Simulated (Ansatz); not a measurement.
A plane-wave DFT run in Ansatz 0.2.0 (scalar-relativistic PAW potentials unless the input names others): input and command.

```yaml
crystal:
  lattice:
    - [5.5566805687, 0.0, 0.0]
    - [-2.7783402843, 4.8122265332, 0.0]
    - [0.0, 0.0, 6.1380600652]
  atoms:
    - { symbol: Nb, position: [0.0, 0.0, 0.0] }
    - { symbol: Nb, position: [0.0, 0.0, 0.5] }
    - { symbol: Pb, position: [0.3333333333, 0.6666666667, 0.75] }
    - { symbol: Pb, position: [0.6666666667, 0.3333333333, 0.25] }
    - { symbol: I, position: [0.3333333333, 0.6666666667, 0.25] }
    - { symbol: I, position: [0.6666666667, 0.3333333333, 0.75] }
basis:
  ecutwfc: 420
  ecutrho_ratio: 0
kpoints:
  mp_grid: { grid: [12, 12, 6] }
hamiltonian:
  xc: pbe
scf:
  occupations: { method: gaussian, width: 0.1 }
  max_iter: 100
output:
  forces: true
  eigenvalues: true
  stress: true
```

```bash
ansatz run input.yaml --threads 1 --pin off --max-ram 2560MiB --backend cpu --events-out ev --progress --plain --runs-dir out
```

Question: What is wrong with this input?

Answer: The program refuses it, because of a density cutoff too low for products of the waves, which reach up to 4 times the waves' cutoff (basis.ecutrho_ratio: not typed → 0). Without that key it is accepted.

Abridged log:
```
Error: invalid value for `basis.ecutrho_ratio`: must be in [1, 1024]; got 0
```